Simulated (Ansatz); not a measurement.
The relaxation started from an entry of Materials Project.

One stationary structure of NaYCl4. Space group P-1 (No. 2). All values below come from r2SCAN (plane waves to 500 eV, PAW, scalar-relativistic; Ansatz, a program for electronic structure).

```cif
data_Cl8Na2Y2
_chemical_formula_sum 'Na2 Y2 Cl8'
_space_group_name_H-M_alt 'P-1'
_space_group_IT_number 2
_space_group_name_Hall '-P 1'
_cell_length_a 6.58369
_cell_length_b 6.72123
_cell_length_c 6.97184
_cell_angle_alpha 89.481
_cell_angle_beta 87.851
_cell_angle_gamma 79.156
loop_
_atom_site_label
_atom_site_type_symbol
_atom_site_symmetry_multiplicity
_atom_site_Wyckoff_symbol
_atom_site_fract_x
_atom_site_fract_y
_atom_site_fract_z
_atom_site_occupancy
Na1 Na 2 i 0.22633 0.19049 0.54035 1
Y1 Y 2 i 0.78861 0.30029 0.05473 1
Cl1 Cl 2 i 0.60354 0.20932 0.36690 1
Cl2 Cl 2 i 0.09077 0.99861 0.21062 1
Cl3 Cl 2 i 0.05053 0.49901 0.24427 1
Cl4 Cl 2 i 0.56796 0.68818 0.12107 1
```

```json
{
 "volume_per_atom": "25.23 Å³",
 "band_gap": "5.02 eV, indirect (valence top at Γ, conduction bottom at Z) (no spin-orbit coupling)",
 "smallest_direct_gap": "5.07 eV at Z",
 "shortest_distances": "Cl–Y 2.58 Å; Cl–Na 2.75 Å; Cl–Cl 3.21 Å",
 "k-mesh": "4×4×4"
}
```

Band energies at high-symmetry points (eV from the VBM; labels of this space group; no spin-orbit coupling), from −5 eV up to 7.7 eV:

```csv
point,energies
Γ,-3.13 -2.96 -2.68 -2.65 -2.47 -2.30 -2.13 -1.75 -1.67 -1.54 -1.48 -1.38 -1.18 -1.10 -0.93 -0.82 -0.66 -0.40 -0.34 -0.23 -0.18 -0.16 -0.10 0.00 5.37 5.48 5.58 5.84 6.09 6.45 6.51 6.78 7.09 7.26 7.48
X,-3.11 -2.80 -2.63 -2.57 -2.38 -2.04 -1.92 -1.90 -1.70 -1.69 -1.60 -1.38 -1.33 -1.09 -0.96 -0.92 -0.61 -0.53 -0.38 -0.31 -0.24 -0.24 -0.12 -0.09 5.39 5.57 5.61 5.81 6.13 6.42 6.72 7.05 7.20 7.27
Y,-2.79 -2.73 -2.57 -2.49 -2.29 -2.16 -1.87 -1.85 -1.84 -1.62 -1.62 -1.54 -1.19 -1.02 -0.95 -0.93 -0.90 -0.69 -0.62 -0.50 -0.35 -0.17 -0.10 -0.07 5.43 5.54 5.65 5.73 6.17 6.49 6.71 6.73 7.35 7.52
Z,-3.16 -2.99 -2.58 -2.39 -2.34 -2.22 -2.18 -1.93 -1.89 -1.58 -1.38 -1.28 -1.20 -1.04 -0.84 -0.82 -0.69 -0.68 -0.38 -0.33 -0.22 -0.10 -0.07 -0.05 5.02 5.51 5.58 5.82 6.14 6.71 6.92 6.94 7.18 7.54
R,-2.75 -2.58 -2.40 -2.36 -2.32 -2.16 -2.06 -1.77 -1.73 -1.69 -1.53 -1.36 -1.23 -1.16 -1.13 -0.97 -0.85 -0.72 -0.58 -0.55 -0.40 -0.36 -0.29 -0.09 5.33 5.48 5.60 5.67 6.18 6.19 6.54 7.16 7.34 7.41
T,-2.85 -2.74 -2.56 -2.50 -2.23 -2.19 -2.09 -1.99 -1.70 -1.60 -1.50 -1.47 -1.14 -1.01 -0.96 -0.83 -0.71 -0.64 -0.63 -0.50 -0.49 -0.28 -0.10 -0.06 5.37 5.48 5.58 5.58 6.09 6.26 6.52 6.98 7.36 7.67
U,-3.04 -2.77 -2.62 -2.42 -2.27 -2.23 -2.10 -1.77 -1.66 -1.65 -1.60 -1.44 -1.27 -1.16 -0.87 -0.80 -0.68 -0.68 -0.49 -0.45 -0.23 -0.21 -0.16 -0.08 5.11 5.54 5.57 5.78 6.16 6.75 6.79 6.86 7.01 7.41
V,-2.63 -2.51 -2.34 -2.32 -2.22 -2.19 -2.11 -1.84 -1.75 -1.74 -1.59 -1.56 -1.42 -1.27 -1.04 -1.02 -0.77 -0.58 -0.57 -0.50 -0.37 -0.35 -0.29 -0.16 5.43 5.53 5.68 5.74 6.26 6.51 6.74 6.99 7.21 7.44
```

No spin polarisation in the result.

The run could not lose the symmetry of its start.
